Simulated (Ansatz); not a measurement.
GaN:
```
GaN
1.0
    5.46815     0.00000     0.00000
    0.00000     5.46815     0.00000
    0.00000     0.00000     3.18251
Ga N
4 4
Cartesian
  1.75452   3.71363   0.00000
  3.71363   1.75452   0.00000
  4.48860   4.48860   1.59126
  0.97955   0.97955   1.59126
  1.73434   1.73434   0.00000
  3.73380   3.73380   0.00000
  0.99973   4.46842   1.59126
  4.46842   0.99973   1.59126
```

Relaxed with r²SCAN. Special points in fractions of this cell's reciprocal vectors: Γ (0.000, 0.000, 0.000); X (0.000, 0.500, 0.000); M (0.500, 0.500, 0.000); Z (0.000, 0.000, 0.500); R (0.000, 0.500, 0.500); A (0.500, 0.500, 0.500).

Q: List the band energies nearest the valence-band maximum at these points for r²SCAN (plane waves, PAW; program Ansatz).

A: In eV from the valence-band maximum; about four levels below and three above (degenerate sets whole), none deeper than 8.9 eV; points with the same levels are listed once.

```json
[
 {"k": "Γ", "below": "-0.18 -0.12 -0.01 -0.01", "above": "2.34 5.36 5.36"},
 {"k": "X", "below": "-0.70 -0.70 -0.60 -0.60", "above": "4.68 4.68 5.80 5.80"},
 {"k": "M", "below": "-1.21 -1.21 -1.16 -1.16", "above": "5.20 5.20 5.75 5.75"},
 {"k": "Z", "below": "-2.17 -2.17 -1.97 -1.97", "above": "6.23 6.23 7.60 7.60"},
 {"k": "R", "below": "-1.95 -1.95 -1.10 -1.10", "above": "5.93 5.93 6.23 6.23"},
 {"k": "A", "below": "-1.59 -1.59 -1.48 -1.48", "above": "4.95 4.95 4.97 4.97"}
]
```

Space group P4_2/mnm. The start of the workflow was typed in or built on a structure type; neither database checked (COD, Materials Project) lists it. It is not the phase usual at ambient conditions (space group No. 186, 216). Symmetry was held in the r²SCAN relaxation; its stability against distortions is not shown here. Spin–orbit coupling is left out wherever it is not named.

Potentials: the later of the program's two PAW sets.
